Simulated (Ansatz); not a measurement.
ZnCu₂GeS₄:
```cif
data_Cu2GeS4Zn
_chemical_formula_sum 'Cu2 Zn1 Ge1 S4'
_space_group_name_H-M_alt 'P 1'
_space_group_IT_number 1
_cell_length_a 6.43009
_cell_length_b 6.43009
_cell_length_c 6.43009
_cell_angle_alpha 131.645
_cell_angle_beta 131.645
_cell_angle_gamma 70.790
loop_
_space_group_symop_operation_xyz
  'x, y, z'
loop_
_atom_site_label
_atom_site_type_symbol
_atom_site_fract_x
_atom_site_fract_y
_atom_site_fract_z
_atom_site_occupancy
Cu1 Cu 0.00000 0.00000 0.00000 1
Cu2 Cu 0.75000 0.25000 0.50000 1
Zn1 Zn 0.25000 0.75000 0.50000 1
Ge1 Ge 0.50000 0.50000 0.00000 1
S1 S 0.63044 0.62067 0.49846 1
S2 S 0.12222 0.13199 0.50154 1
S3 S 0.37933 0.87778 0.00977 1
S4 S 0.86801 0.36956 0.99023 1
```

Relaxed with PBEsol.

Q: Give the optical modes at the zone centre with their infrared activity from DFPT, DFT-PBEsol in the program Ansatz with PAW potentials.

A: Transverse frequencies, without the LO–TO term; a row sums one degenerate level.

| ω (cm⁻¹) | degeneracy | IR ((D/Å)²/amu) | activity | symmetry |
|---|---|---|---|---|
| 81 | 2 | 0.00 | IR-inactive | E |
| 98 | 1 | 0.14 | IR | B |
| 111 | 1 | 0.04 | IR | B |
| 115 | 2 | 0.07 | IR | E |
| 172 | 2 | 0.10 | IR | E |
| 191 | 1 | 0.28 | IR | B |
| 266 | 1 | 5.25 | IR | B |
| 280 | 2 | 8.85 | IR | E |
| 301 | 1 | 0.00 | IR-inactive | A |
| 304 | 1 | 0.00 | IR-inactive | A |
| 306 | 2 | 5.15 | IR | E |
| 333 | 1 | 0.00 | IR-inactive | A |
| 341 | 1 | 2.32 | IR | B |
| 353 | 2 | 11.63 | IR | E |
| 363 | 1 | 6.16 | IR | B |

Space group I-4. The PBEsol relaxation kept the symmetry of its start. The run is not spin-polarised.

Potentials: the later of the program's two PAW sets.
